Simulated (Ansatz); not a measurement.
# PbAu$_{2}$: pressure against volume

A database entry relaxed whole under r2SCAN (Fd-3m):

```
Pb Au
1.0
     0.00000    4.02140    4.02140
     4.02140    0.00000    4.02140
     4.02140    4.02140    0.00000
Pb Au
2 4
Direct
  0.00000 0.00000 0.00000
  0.25000 0.25000 0.25000
  0.62500 0.62500 0.62500
  0.12500 0.62500 0.62500
  0.62500 0.62500 0.12500
  0.62500 0.12500 0.62500
```

The cell was scaled uniformly, its shape held, and the atoms relaxed at each volume with plane-wave PAW DFT (Ansatz 0.2.0; r2SCAN, 500 eV, 7×7×7 Γ-centred mesh, fermi-dirac occupations of width 0.100 eV; no spin, no spin-orbit coupling). One row is withheld.

```json
{"volume (Å³/atom)": "20.377", "energy over the lowest (meV/atom)": "26.8", "pressure (GPa)": "6.96"}
{"volume (Å³/atom)": "20.810", "energy over the lowest (meV/atom)": "11.5", "pressure (GPa)": "4.33"}
{"volume (Å³/atom)": "21.244", "energy over the lowest (meV/atom)": "?", "pressure (GPa)": "?"}
{"volume (Å³/atom)": "21.678", "energy over the lowest (meV/atom)": "0.0", "pressure (GPa)": "-0.01"}
{"volume (Å³/atom)": "22.111", "energy over the lowest (meV/atom)": "2.4", "pressure (GPa)": "-1.80"}
{"volume (Å³/atom)": "22.545", "energy over the lowest (meV/atom)": "9.3", "pressure (GPa)": "-3.37"}
{"volume (Å³/atom)": "22.978", "energy over the lowest (meV/atom)": "20.2", "pressure (GPa)": "-4.74"}
```

Fit the pressures of the other rows to the third-order Birch-Murnaghan form.

With f = [(V₀/V)^(2/3) − 1]/2 and P = 3B₀f(1 + 2f)^(5/2)[1 + 3(B₀′ − 4)f/2], least squares gives V₀ = 21.68 Å³ an atom, B₀ = 95.2 GPa and B₀′ = 5.4; the rows miss the fit by less than 0.01 GPa. The slope of the energies differs from these pressures by 0.05 GPa, since they are taken to zero smearing while pressures follow the free energy.

What does the withheld row hold?

The fit gives 2.02 GPa at 21.244 Å³; the run gave 2.02 GPa and 2.8 meV an atom.

Caveats: the shape of the cell was held; 0 K, fixed nuclei; the symmetry was kept, and this need not be the phase that is stable at 0 K; one mesh for all volumes; the relaxed cell lies far from the entry, by an error of the functional or of the entry; pressure is positive in compression.
